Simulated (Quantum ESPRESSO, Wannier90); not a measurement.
**Wannierisation of Sn2SeS (Pmc2₁)**

```yaml
crystal:
  lattice:
    - [4.03850, 0.00000, 0.00000]
    - [0.00000, 4.65176, 0.00000]
    - [0.00000, 0.00000, 11.48963]
  atoms:
    - { symbol: Sn, position: [0.00000, 0.10539, 0.61744] }
    - { symbol: Sn, position: [0.00000, 0.89461, 0.11744] }
    - { symbol: Sn, position: [0.50000, 0.35857, 0.37707] }
    - { symbol: Sn, position: [0.50000, 0.64143, 0.87707] }
    - { symbol: Se, position: [0.00000, 0.75679, 0.35275] }
    - { symbol: Se, position: [0.00000, 0.24321, 0.85275] }
    - { symbol: S, position: [0.50000, 0.74453, 0.65274] }
    - { symbol: S, position: [0.50000, 0.25547, 0.15274] }
```

Materials Project entry mp-1218960; symmetrised, unrelaxed at this level. Not found in the COD (Crystallography Open Database) copy used; not checked further. Level: PBEsol, no spin polarisation, no spin-orbit coupling; pw.x of Quantum ESPRESSO at 69 Ry with PseudoDojo potentials, 4×4×4 k-points, Wannier90. Density: 8×8×4 mesh, Gaussian smearing 0.01 Ry. The cell is built of weakly bound layers, chains or molecules, whose nearest atoms lie 3.45 Å apart. Database cells relaxed without dispersion often hold them too far apart, which can enlarge gaps and weakens couplings between them; spacing and stacking were not compared with the measured crystal. Spin-orbit coupling is left out although heavy elements are present.

Valence charges of the files: Sn 14, Se 16, S 6. 78 bands were computed.

Isolated groups of bands, relative to the valence-band maximum (bands from 51 on overlap up to the last one computed):

```csv
bands,from (eV),to (eV),filling,weight on atomic waves
1–10,-47.48,-47.42,filled,Se 3d 100 %
11–30,-21.25,-21.13,filled,Sn 4d 100 %
31–34,-13.68,-12.15,filled,"Se 4s 40 %, S 3s 39 %, Sn 5p 14 %"
35–50,-7.92,0.00,filled,"S 3p 28 %, Se 4p 28 %, Sn 5s 21 %"
```

Wanted is a model with the orbitals Sn s p, Se s p, S s p, without the filled groups that are mainly made of other shells (semicore states, and anion s where it isn't named); all higher bands stay in for disentanglement.

Problem. Give num_wann, exclude_bands and num_bands, and the number of electrons that the model holds.

Solution. Electrons: 4×14 + 2×16 + 2×6 = 100, which fill 50 bands.
num_wann = 4×4 + 2×4 + 2×4 = 32.
exclude_bands = 1-30, 30 bands, so num_bands = 78 − 30 = 48.
The model holds 100 − 2×30 = 40 electrons. With the window frozen to 2.16 eV it follows pw.x to 8.4 meV rms (states up to 1.7 eV relative to the valence-band maximum).
